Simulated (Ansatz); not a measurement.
W (bcc (W type)), relaxed with r²SCAN (Ansatz, a quantum-chemistry and plane-wave program, plane waves, PAW): a = 3.1689 Å, b = 3.1689 Å, c = 3.1689 Å, α = 90.00°, β = 90.00°, γ = 90.00°.

B₀ by P(V) fit (GPa): 319
K_Hill (GPa): 320
G_Hill (GPa): 161
Θ_D (K): 382

Question: The same phase is relaxed and computed with LDA in the same code. What are the cell and these values now?

Answer: a = 3.1361 Å, b = 3.1361 Å, c = 3.1361 Å, α = 90.00°, β = 90.00°, γ = 90.00°.

- B₀ by P(V) fit (GPa) = 335
- K_Hill (GPa) = 335
- G_Hill (GPa) = 159
- Θ_D (K) = 378

All cells were relaxed under the symmetry of their starts (and spin orders); stability against distortions was not tested throughout. Named crystals with no word on spin ran without spin polarisation. Spin–orbit coupling is left out wherever it is not named.

Potentials: the earlier of the program's two PAW sets. The files were generated under PBE; for other functionals the program regenerates the frozen cores, and for LDA and PBEsol the local potential too.

Ansatz is a plane-wave DFT program.
